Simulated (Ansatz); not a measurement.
Consider a crystal of Zr3B5 in space group Pm-3m (No. 221), with Zr on 3d; B on 3c, 1b and 1a.

These are results of DFT PBE, scalar-relativistic, plane waves, PAW (Ansatz 0.2.0), not measurements. Cutoff 420 eV, Γ-centred mesh, Gaussian smearing, no spin polarisation.

Formation energies are uncorrected and refer to the elements' standard structures at the same level.

Q: Which cell and coordinates does it relax to?

A:

Space group Pm-3m (No. 221). a = 4.802 Å, b = 4.802 Å, c = 4.802 Å, α = 90.00°, β = 90.00°, γ = 90.00°
| atom | site | symmetry | x | y | z |
| --- | --- | --- | --- | --- | --- |
| Zr | 3d | 4/mm.m | 0.5000 | 0.0000 | 0.0000 |
| B | 3c | 4/mm.m | 0.0000 | 0.5000 | 0.5000 |
| B | 1b | m-3m | 0.5000 | 0.5000 | 0.5000 |
| B | 1a | m-3m | 0.0000 | 0.0000 | 0.0000 |

Zr is surrounded by 6 B at 2.40 Å; B on a site of symmetry 4/mmm is surrounded by 2 B at 2.40 Å and 4 Zr at 2.40 Å; around B on a site of symmetry m-3m lie 6 B at 2.40 Å (long contacts); B on a second site of symmetry m-3m has 6 Zr at 2.40 Å.

Q: Where does its energy lie, and is it a metal?

A: The formation energy is +0.58 eV/atom. The gap on the 8×8×8 mesh of the 8-atom cell is 0 eV (a metal). The separate elements lie lower, so it is unstable against them.

The last run used Gaussian smearing of 0.10 eV. The cell is a metal run without spin; a magnetic state may lie lower. A structure relaxed within its symmetry needn't be a true minimum.
